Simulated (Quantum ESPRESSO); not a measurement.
## Mg2WTa3GaZn (one run as intended and one with a planted mistake)

Computed values, not a measurement. The program is pw.x of Quantum ESPRESSO 7.5 (plane-wave density functional theory). The cell is made up: eight metal atoms on a face-centred cubic lattice, with elements, volume, strain and displacements drawn at random and not relaxed, so it may be unstable or far from any real phase. PseudoDojo standard norm-conserving files set the functional (PBE unless stated); there is no spin polarisation or spin-orbit coupling, the Fermi-Dirac width of 0.25 eV means electrons at about 2900 K, and the masses in the input are unused placeholders. Heavy elements are run without spin-orbit coupling, which real alloys of them have. A spin test at this wide smearing found no moment, but such smearing suppresses magnetism that the real alloy may have.

Intended input:

```
&control calculation='scf', pseudo_dir='./dojo.nc.sr.pbe.v0_5.standard.upf', outdir='./o', disk_io='minimal', tprnfor=.true., tstress=.true. /
&system ibrav=0, nat=8, ntyp=5, nbnd=66, ecutwfc=84.00895049, nosym=.true., tot_charge=0,
 occupations='smearing', smearing='fd', degauss=0.0183746611
/
&electrons conv_thr=1.470e-08, electron_maxstep=70, mixing_beta=0.5 /
ATOMIC_SPECIES
Ga 1.0 Ga.upf
Mg 1.0 Mg.upf
Ta 1.0 Ta.upf
W 1.0 W.upf
Zn 1.0 Zn.upf
CELL_PARAMETERS angstrom
0.026 2.1371 2.149
-4.2399 2.0314 -2.0952
-4.3855 -6.3435 6.3273
ATOMIC_POSITIONS angstrom
Mg 0.0324 0.1618 -0.0975
W -4.4547 -4.3586 4.1675
Ta -4.3984 -2.1588 2.3105
Ga -4.1443 -0.0288 0.0687
Ta -2.1089 -2.1592 4.3046
Ta -2.0875 0.0337 2.023
Mg -2.0357 2.1112 0.0276
Zn -6.435 -2.0858 4.2187
K_POINTS automatic
8 5 3 1 1 1
```

The log is shortened where brackets say so; the opening notice, blank lines, dates and the lines on written files are dropped, and the path of the files is cut. It prints rydbergs, bohrs and kilobars, and counts compression as positive stress. Its total energy is the free energy E - TS of the whole cell.

Log of the intended run:

```
     Program PWSCF v.7.5
     Parallel version (MPI & OpenMP), running on       4 processor cores
     Number of MPI processes:                 4
     Threads/MPI process:                     1
     [start-up lines left out]
     bravais-lattice index     =            0
     lattice parameter (alat)  =       5.7275  a.u.
     unit-cell volume          =    1038.5788 (a.u.)^3
     number of atoms/cell      =            8
     number of atomic types    =            5
     number of electrons       =       106.00
     number of Kohn-Sham states=           66
     kinetic-energy cutoff     =      84.0090  Ry
     charge density cutoff     =     336.0358  Ry
     scf convergence threshold =      1.5E-08
     mixing beta               =       0.5000
     number of iterations used =            8  plain     mixing
     Exchange-correlation= PBE
                           (   1   4   3   4   0   0   0)
     [axes and pseudopotential details left out]
   Cartesian axes
     site n.     atom                  positions (alat units)
         1        Mg     tau(   1) = (   0.0106901   0.0533843  -0.0321692  )
         2        W      tau(   2) = (  -1.4697840  -1.4380767   1.3750252  )
         3        Ta     tau(   3) = (  -1.4512083  -0.7122746   0.7623265  )
         4        Ga     tau(   4) = (  -1.3673706  -0.0095023   0.0226669  )
         5        Ta     tau(   5) = (  -0.6958106  -0.7124066   1.4202600  )
         6        Ta     tau(   6) = (  -0.6887499   0.0111190   0.6674687  )
         7        Mg     tau(   7) = (  -0.6716590   0.6965694   0.0091063  )
         8        Zn     tau(   8) = (  -2.1231643  -0.6881890   1.3919181  )
     number of k points=    60  Fermi-Dirac smearing, width (Ry)=  0.0184
                       cart. coord. in units 2pi/alat
        k(    1) = (  -0.0830401   0.0334860   0.0558513), wk =   0.0333333
        k(    2) = (   0.0330612   0.1523960  -0.0638049), wk =   0.0333333
     [further k points left out]
     Dense  grid:   108081 G-vectors     FFT dimensions: (  36,  60, 120)
     Estimated max dynamical RAM per process >     403.65 MB
     Estimated total dynamical RAM >       1.50 GB
     Initial potential from superposition of free atoms
     starting charge     105.9923, renormalised to     106.0000
     Starting wfcs are   69 randomized atomic wfcs
     total cpu time spent up to now is        6.1 secs
     per-process dynamical memory:   321.6 Mb
     Self-consistent Calculation
     iteration #  1     ecut=    84.01 Ry     beta= 0.50
     Davidson diagonalization with overlap
     ethr =  1.00E-02,  avg # of iterations =  4.2
     Threshold (ethr) on eigenvalues was too large:
     Diagonalizing with lowered threshold
     Davidson diagonalization with overlap
     ethr =  7.24E-04,  avg # of iterations =  2.1
     total cpu time spent up to now is       33.8 secs
     total energy              =   -1350.41938939 Ry
     estimated scf accuracy    <       0.74391711 Ry
     iteration #  2     ecut=    84.01 Ry     beta= 0.50
     Davidson diagonalization with overlap
     ethr =  7.02E-04,  avg # of iterations =  7.1
     total cpu time spent up to now is       52.3 secs
     total energy              =   -1349.32744605 Ry
     estimated scf accuracy    <      23.67658463 Ry
     [iterations 3 to 15 left out]
     iteration # 16     ecut=    84.01 Ry     beta= 0.50
     Davidson diagonalization with overlap
     ethr =  2.99E-11,  avg # of iterations =  2.0
     total cpu time spent up to now is      239.3 secs
     total energy              =   -1350.78733204 Ry
     estimated scf accuracy    <       0.00000003 Ry
     iteration # 17     ecut=    84.01 Ry     beta= 0.50
     Davidson diagonalization with overlap
     ethr =  2.38E-11,  avg # of iterations =  1.0
     total cpu time spent up to now is      250.7 secs
     End of self-consistent calculation
     [lines on levels left out]
!    total energy              =   -1350.78733204 Ry
     estimated scf accuracy    <          7.7E-10 Ry
     smearing contrib. (-TS)   =      -0.09315914 Ry
     internal energy E=F+TS    =   -1350.69417290 Ry
     The total energy is F=E-TS. E is the sum of the following terms:
     one-electron contribution =    -702.68510891 Ry
     hartree contribution      =     384.68003266 Ry
     xc contribution           =    -239.87087047 Ry
     ewald contribution        =    -792.81822618 Ry
     convergence has been achieved in  17 iterations
     Forces acting on atoms (cartesian axes, Ry/au):
     atom    1 type  2   force =     0.01409557   -0.01657061    0.01184384
     atom    2 type  4   force =     0.04620798    0.06102029   -0.06087082
     atom    3 type  3   force =     0.02695093   -0.01628372   -0.00683170
     atom    4 type  1   force =    -0.03130342   -0.00830703    0.00506383
     atom    5 type  3   force =    -0.01169125    0.03384002   -0.00779702
     atom    6 type  3   force =    -0.01670193   -0.05403223    0.06135486
     atom    7 type  2   force =    -0.01771646    0.00711481   -0.01247336
     atom    8 type  5   force =    -0.00984142   -0.00678152    0.00971037
     Total force =     0.146126     Total SCF correction =     0.000068
     Computing stress (Cartesian axis) and pressure
          total   stress  (Ry/bohr**3)                   (kbar)     P=      -94.96
  -0.00061419  -0.00008838  -0.00000183          -90.35      -13.00       -0.27
  -0.00008838  -0.00063552  -0.00020196          -13.00      -93.49      -29.71
  -0.00000183  -0.00020196  -0.00068676           -0.27      -29.71     -101.03
     init_run     :      5.67s CPU      5.88s WALL (       1 calls)
     electrons    :    243.33s CPU    244.66s WALL (       1 calls)
     forces       :      2.33s CPU      2.35s WALL (       1 calls)
     stress       :      7.96s CPU      8.15s WALL (       1 calls)
     [timing details left out]
     PWSCF        :   4m19.54s CPU   4m21.33s WALL
     JOB DONE.
```

A second run has one planted mistake: one atom is of a wrong element. The input lines that differ:

```
- &system ibrav=0, nat=8, ntyp=5, nbnd=66, ecutwfc=84.00895049, nosym=.true., tot_charge=0,
+ &system ibrav=0, nat=8, ntyp=5, nbnd=61, ecutwfc=84.00895049, nosym=.true., tot_charge=0,
+ Li 1.0 Li.upf
- W 1.0 W.upf
- W -4.4547 -4.3586 4.1675
+ Li -4.4547 -4.3586 4.1675
```

Its log:

```
     Program PWSCF v.7.5
     Parallel version (MPI & OpenMP), running on       4 processor cores
     Number of MPI processes:                 4
     Threads/MPI process:                     1
     [start-up lines left out]
     bravais-lattice index     =            0
     lattice parameter (alat)  =       5.7275  a.u.
     unit-cell volume          =    1038.5788 (a.u.)^3
     number of atoms/cell      =            8
     number of atomic types    =            5
     number of electrons       =        95.00
     number of Kohn-Sham states=           61
     kinetic-energy cutoff     =      84.0090  Ry
     charge density cutoff     =     336.0358  Ry
     scf convergence threshold =      1.5E-08
     mixing beta               =       0.5000
     number of iterations used =            8  plain     mixing
     Exchange-correlation= PBE
                           (   1   4   3   4   0   0   0)
     [axes and pseudopotential details left out]
   Cartesian axes
     site n.     atom                  positions (alat units)
         1        Mg     tau(   1) = (   0.0106901   0.0533843  -0.0321692  )
         2        Li     tau(   2) = (  -1.4697840  -1.4380767   1.3750252  )
         3        Ta     tau(   3) = (  -1.4512083  -0.7122746   0.7623265  )
         4        Ga     tau(   4) = (  -1.3673706  -0.0095023   0.0226669  )
         5        Ta     tau(   5) = (  -0.6958106  -0.7124066   1.4202600  )
         6        Ta     tau(   6) = (  -0.6887499   0.0111190   0.6674687  )
         7        Mg     tau(   7) = (  -0.6716590   0.6965694   0.0091063  )
         8        Zn     tau(   8) = (  -2.1231643  -0.6881890   1.3919181  )
     number of k points=    60  Fermi-Dirac smearing, width (Ry)=  0.0184
                       cart. coord. in units 2pi/alat
        k(    1) = (  -0.0830401   0.0334860   0.0558513), wk =   0.0333333
        k(    2) = (   0.0330612   0.1523960  -0.0638049), wk =   0.0333333
     [further k points left out]
     Dense  grid:   108081 G-vectors     FFT dimensions: (  36,  60, 120)
     Estimated max dynamical RAM per process >     377.95 MB
     Estimated total dynamical RAM >       1.40 GB
     Initial potential from superposition of free atoms
     starting charge      94.9883, renormalised to      95.0000
     Starting wfcs are   61 randomized atomic wfcs
     total cpu time spent up to now is        5.4 secs
     per-process dynamical memory:   290.8 Mb
     Self-consistent Calculation
     iteration #  1     ecut=    84.01 Ry     beta= 0.50
     Davidson diagonalization with overlap
     ethr =  1.00E-02,  avg # of iterations =  5.5
     Threshold (ethr) on eigenvalues was too large:
     Diagonalizing with lowered threshold
     Davidson diagonalization with overlap
     ethr =  9.22E-04,  avg # of iterations =  1.1
     total cpu time spent up to now is       30.1 secs
     total energy              =   -1213.09162474 Ry
     estimated scf accuracy    <       0.87771488 Ry
     iteration #  2     ecut=    84.01 Ry     beta= 0.50
     Davidson diagonalization with overlap
     ethr =  9.24E-04,  avg # of iterations =  5.9
     total cpu time spent up to now is       45.6 secs
     total energy              =   -1211.74857483 Ry
     estimated scf accuracy    <      30.05899260 Ry
     [iterations 3 to 13 left out]
     iteration # 14     ecut=    84.01 Ry     beta= 0.50
     Davidson diagonalization with overlap
     ethr =  8.40E-11,  avg # of iterations =  2.0
     total cpu time spent up to now is      187.0 secs
     total energy              =   -1213.56405089 Ry
     estimated scf accuracy    <       0.00000018 Ry
     iteration # 15     ecut=    84.01 Ry     beta= 0.50
     Davidson diagonalization with overlap
     ethr =  8.40E-11,  avg # of iterations =  2.0
     total cpu time spent up to now is      197.8 secs
     End of self-consistent calculation
     [lines on levels left out]
!    total energy              =   -1213.56405089 Ry
     estimated scf accuracy    <       0.00000001 Ry
     smearing contrib. (-TS)   =      -0.08328576 Ry
     internal energy E=F+TS    =   -1213.48076513 Ry
     The total energy is F=E-TS. E is the sum of the following terms:
     one-electron contribution =    -698.76868546 Ry
     hartree contribution      =     371.68785083 Ry
     xc contribution           =    -210.20027620 Ry
     ewald contribution        =    -676.19965430 Ry
     convergence has been achieved in  15 iterations
     Forces acting on atoms (cartesian axes, Ry/au):
     atom    1 type  3   force =     0.01940716   -0.01592776    0.00935196
     atom    2 type  2   force =     0.01292005    0.01233125   -0.00858629
     atom    3 type  4   force =     0.04157586    0.01087868   -0.02897117
     atom    4 type  1   force =    -0.03180439   -0.00639310    0.00353103
     atom    5 type  4   force =     0.00264042    0.04518470   -0.03117157
     atom    6 type  4   force =    -0.01569884   -0.05277693    0.05788029
     atom    7 type  3   force =    -0.02529256    0.01221119   -0.01105527
     atom    8 type  5   force =    -0.00374770   -0.00550803    0.00902101
     Total force =     0.123696     Total SCF correction =     0.000711
     Computing stress (Cartesian axis) and pressure
          total   stress  (Ry/bohr**3)                   (kbar)     P=      -66.52
  -0.00046169  -0.00005247  -0.00006101          -67.92       -7.72       -8.97
  -0.00005247  -0.00044869  -0.00014559           -7.72      -66.00      -21.42
  -0.00006101  -0.00014559  -0.00044622           -8.97      -21.42      -65.64
     init_run     :      5.02s CPU      5.24s WALL (       1 calls)
     electrons    :    188.05s CPU    192.34s WALL (       1 calls)
     forces       :      1.92s CPU      1.93s WALL (       1 calls)
     stress       :      6.65s CPU      6.66s WALL (       1 calls)
     [timing details left out]
     PWSCF        :   3m21.91s CPU   3m26.44s WALL
     JOB DONE.
```

|  | intended run | run with the mistake |
| --- | --- | --- |
| free energy (eV) | -18378.398 | -16511.380 |
| entropy term -TS, part of it (eV) | -1.267 | -1.133 |
| pressure (GPa) | -9.50 | -6.65 |
| size of the largest force component (eV/Å) | 1.577 | 1.488 |
| largest change of a force component (eV/Å) |  | 1.344 |
| iterations | 17 | 15 |

For scale, a rerun of the intended cell at a higher cutoff and on a denser mesh moved values by no more than 0.002 eV in energy, 0.04 GPa in stress and 0.006 eV/Å in force, and a second program with other atomic files agreed on that cell to 2 % rms in force and 0.5 GPa in pressure. Files of another functional or element have another zero of energy, so the energy change says nothing on stability. The number of bands, nbnd, was set by rule from the electron count, so it follows the mistake.